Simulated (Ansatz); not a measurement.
BeS:
```yaml
crystal:
  lattice:
    - [0.00000, 2.31715, 2.31715]
    - [2.31715, 0.00000, 2.31715]
    - [2.31715, 2.31715, 0.00000]
  atoms:
    - { symbol: S, position: [0.00000, 0.00000, 0.00000] }
    - { symbol: Be, position: [0.50000, 0.50000, 0.50000] }
```

Relaxed with r²SCAN.

### Question
Map the valence electron density (e/Å³), cut off at 0.9 on the plane through (0.000, 0.000, 0.000) spanned by u = [1, 0, 0] and v = [0, 1, -1] in lattice vectors, from r²SCAN (plane waves, PAW; program Ansatz).

### Answer
x is the fraction of u, y of v (the angle between them is 90°; rows are the nearest grid lines); atoms in the plane: S at (0.00, 0.00), Be at (0.50, 0.50).
```
| -@@@+-...-+@@@- |
|-*@@@+-...-+@@@*-|
|@@@@%=-:.:-=%@@@@|
|@@@@*=::.::=*@@@@|
|@@%*=-::.::-=*%@@|
|++==-::...::-==++|
|---::::...::::---|
|..:::..   ..:::..|
|.......   .......|
|..:::..   ..:::..|
|---::::...::::---|
|++==-::...::-==++|
|@@%*=-::.::-=*%@@|
|@@@@*=::.::=*@@@@|
|@@@@%=-:.:-=%@@@@|
|-*@@@+-...-+@@@*-|
| -@@@+-...-+@@@- |
```
Scale: ten equal steps from 0.000 (start of ' ') to 0.900 (end of '@'), in the order ' .:-=+*#%@'; x runs from 0.000 to 1.00, y from 0.000 (bottom) to 1.00 (top).

The density is the valence pseudo-density with augmentation charge, so density and ELF within about 1 Å of a nucleus are not all-electron values.

Space group Fm-3m (rock salt). The start of the workflow was typed in or built on a structure type; neither database checked (COD, Materials Project) lists it. COD files the formula under space group No. 216, so this cell is another polymorph or a model. Whether it is the stable phase at ambient conditions was not checked. Symmetry was held in the r²SCAN relaxation; whether a distortion lowers the energy is not shown.

Potentials: the later of the program's two PAW sets.
